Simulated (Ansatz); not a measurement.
**Band structure of CsLaS2**

```yaml
crystal:
  lattice:
    - [2.16598, 1.25053, 8.10065]
    - [-2.16598, 1.25053, 8.10065]
    - [0.00000, -2.50106, 8.10065]
  atoms:
    - { symbol: Cs, position: [0.00000, 0.00000, 0.00000] }
    - { symbol: La, position: [0.50000, 0.50000, 0.50000] }
    - { symbol: S, position: [0.22909, 0.22909, 0.22909] }
    - { symbol: S, position: [0.77091, 0.77091, 0.77091] }
```

Atoms are numbered in the order listed.

Structure from Materials Project entry mp-561586 (possibly hypothetical), not relaxed further.

Spin–orbit coupling is left out, though it moves levels of the heavy atoms by tenths of an eV or more.

Method: DFT, LDA, all-electron LAPW, scalar-relativistic in Ansatz 0.2.0.

Settings: a Γ-centred 8×8×8 k mesh, Fermi–Dirac smearing of 0.03 eV, basis error target 1 meV/atom, no spin polarisation.

Points in fractions of the reciprocal vectors of this cell: Γ (0, 0, 0), T (0.5, 0.5, 0.5), H2 (0.817, 0.183, 0.5), H0 (0.5, -0.183, 0.183), L (0.5, 0, 0), S0 (0.341, -0.341, 0), S2 (0.659, 0, 0.341), F (0.5, 0, 0.5). The path joins them by straight lines in the order Γ–T–H2–H0–L–Γ–S0–S2–F; legs that retrace an earlier one aren't tabulated. Energies are in eV from the top of the valence band.

(1) List the levels at T between -14 and 3.5 eV.

(2) List the levels at H0 between -14 and 3.5 eV.

(3) List the levels at S2 between -14 and 3.5 eV.

(4) What is the band gap?

## Answers

(1) -10.62, -9.71, -7.23, -7.08 (×2), -1.64, -1.33 (×2), -0.78, -0.08 (×2), 3.17.

(2) -10.02, -9.94, -7.67, -7.61, -7.28, -1.43, -1.37, -1.09, -0.79, -0.78, -0.35, 3.17, 3.42, 3.47.

(3) -9.99, -9.96, -7.65, -7.63, -7.28, -1.46, -1.35, -1.09, -0.79, -0.78, -0.33, 3.18, 3.43, 3.46.

(4) 2.31 eV, indirect from Γ to F (0.5, 0, 0.5).
